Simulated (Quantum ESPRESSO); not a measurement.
pw.x input (Quantum ESPRESSO 7.5; LDA, PseudoDojo standard norm-conserving files, scalar-relativistic):

```
&CONTROL
  calculation = 'scf'
  pseudo_dir = './pseudo'
  outdir = './out'
  tprnfor = .true.
  tstress = .true.
/
&SYSTEM
  ibrav = 0
  nat = 2
  ntyp = 2
  ecutwfc = 80.0
  ecutrho = 320.0
  occupations = 'smearing'
  smearing = 'fd'
  degauss = 0.005
  nbnd = 14
/
&ELECTRONS
  conv_thr = 2e-10
/
ATOMIC_SPECIES
P 30.9738 P.upf
Mo 95.9500 Mo.upf
CELL_PARAMETERS angstrom
  3.234759855000   0.000000000000   0.000000000000
 -1.617379927000   2.801384209000   0.000000000000
  0.000000000000   0.000000000000   3.182280000000
ATOMIC_POSITIONS crystal
P   0.333333333000   0.666666667000   0.500000000000
Mo   0.000000000000   0.000000000000   0.000000000000
K_POINTS automatic
15 15 14 0 0 0
```

End of the output:

```
     total energy              =    -154.76331944 Ry
     estimated scf accuracy    <       0.00000002 Ry
     total energy              =    -154.76331944 Ry
     estimated scf accuracy    <          8.5E-09 Ry
     total energy              =    -154.76331945 Ry
     estimated scf accuracy    <          5.1E-10 Ry
[...]
     the Fermi energy is    17.0195 ev
!    total energy              =    -154.76331945 Ry
     estimated scf accuracy    <          7.8E-11 Ry
     smearing contrib. (-TS)   =      -0.00101550 Ry
     internal energy E=F+TS    =    -154.76230395 Ry
     The total energy is F=E-TS. E is the sum of the following terms:
     one-electron contribution =     -28.69808327 Ry
     hartree contribution      =      24.97797922 Ry
     xc contribution           =     -24.83389341 Ry
     ewald contribution        =    -126.20830649 Ry
     convergence has been achieved in   9 iterations
     Forces acting on atoms (cartesian axes, Ry/au):
     atom    1 type  1   force =    -0.00000000   -0.00000000    0.00000000
     atom    2 type  2   force =     0.00000000    0.00000000    0.00000000
     Total force =     0.000000     Total SCF correction =     0.000000
     Computing stress (Cartesian axis) and pressure
          total   stress  (Ry/bohr**3)                   (kbar)     P=      -79.36
  -0.00052345   0.00000000   0.00000000          -77.00        0.00        0.00
   0.00000000  -0.00052345   0.00000000            0.00      -77.00        0.00
   0.00000000   0.00000000  -0.00057150            0.00        0.00      -84.07
```

Spin-orbit coupling is not included.

Geometry of the Materials Project entry, not relaxed at this level.
